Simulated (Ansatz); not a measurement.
BP (zinc blende)

```yaml
crystal:
  lattice:
    - [0.00000, 2.26828, 2.26828]
    - [2.26828, 0.00000, 2.26828]
    - [2.26828, 2.26828, 0.00000]
  atoms:
    - { symbol: P, position: [0.75000, 0.75000, 0.75000] }
    - { symbol: B, position: [0.00000, 0.00000, 0.00000] }
```

In this cell atom 2 (B, nearest neighbour P at 1.964 Å; its periodic images, 3.2 Å or more away, move with it) is moved by s along Cartesian x, unit vector (1.000, 0.000, 0.000); all other atoms and the cell stay fixed.

Level of theory: r2SCAN (plane waves to 500 eV, PAW, scalar-relativistic; Ansatz, a quantum-chemistry and plane-wave program). k mesh 10×10×10 (Γ-centred), Fermi-Dirac smearing 0.05 eV. The energy includes the smearing's −TS. As the smearing reaches across the gap at some points, energies and forces of such displacements shift with the k mesh and the smearing. BP was relaxed with its symmetry unable to fall. ΔE is measured from the undisplaced structure. The last digit holds for this mesh only.

```json
[
 {"s (Å)": "-0.590", "ΔE (meV/cell)": "2653.6"},
 {"s (Å)": "-0.472", "ΔE (meV/cell)": "1870.3"},
 {"s (Å)": "-0.354", "ΔE (meV/cell)": "1127.4"},
 {"s (Å)": "-0.236", "ΔE (meV/cell)": "withheld"},
 {"s (Å)": "-0.118", "ΔE (meV/cell)": "136.3"},
 {"s (Å)": "0.000", "ΔE (meV/cell)": "0.0"},
 {"s (Å)": "0.118", "ΔE (meV/cell)": "136.3"},
 {"s (Å)": "0.236", "ΔE (meV/cell)": "withheld"},
 {"s (Å)": "0.354", "ΔE (meV/cell)": "1127.4"},
 {"s (Å)": "0.472", "ΔE (meV/cell)": "1870.3"},
 {"s (Å)": "0.590", "ΔE (meV/cell)": "2653.6"}
]
```

Q: Fit an even polynomial form (powers 2, 4, 6) to the given rows and predict ΔE at s = -0.236.

A: Least squares on the 9 given rows: ΔE = (9787)·s² + (-6319)·s⁴ + (294.7)·s⁶, in meV/cell with s in Å; root-mean-square residual 0.63 meV/cell. At -0.236 the fit gives 525.5 meV/cell; the calculation gives 527.5 meV/cell, so the interpolation is off by -2.0 (-0.4 %). The quadratic term alone would give 545.1 meV/cell.

(A displaced cell: forces are minus the slopes of the energy, force constants its curvatures, and phonons follow from these.)
